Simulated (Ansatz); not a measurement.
AlN:
```
CELL_PARAMETERS angstrom
      0.00000     2.00548     2.00548
      2.00548     0.00000     2.00548
      2.00548     2.00548     0.00000
ATOMIC_POSITIONS crystal
  Al 0.50000 0.50000 0.50000
  N  0.00000 0.00000 0.00000
```

Relaxed with LDA. Special points in fractions of this cell's reciprocal vectors: Γ (0.000, 0.000, 0.000); X (0.500, 0.000, 0.500); U (0.625, 0.250, 0.625); K (0.375, 0.375, 0.750); L (0.500, 0.500, 0.500); W (0.500, 0.250, 0.750).

Problem. List the band energies nearest the valence-band maximum at these points for the program Ansatz at the LDA level (PAW).

Solution. In eV from the valence-band maximum; about four levels below and three above (degenerate sets whole), none deeper than 8.9 eV; … stands for higher levels left out; points with the same levels are listed once.

| k | below | above |
|---|---|---|
| Γ | 0.00 0.00 0.00 | 6.10 … |
| X | -7.56 -2.87 -2.87 | 4.71 5.15 14.20 |
| U | -6.69 -5.59 -2.36 | 5.89 9.28 12.90 |
| L | -8.49 -1.13 -1.13 | 6.30 11.03 11.03 |
| W | -5.85 -5.85 -4.00 | 8.19 10.74 10.74 |

Space group Fm-3m (rock salt). This is a known high-pressure phase of the composition, computed here at zero pressure and temperature. The LDA relaxation kept the symmetry of its start; phonons on a q-mesh show no instability.

Potentials: the later of the program's two PAW sets.
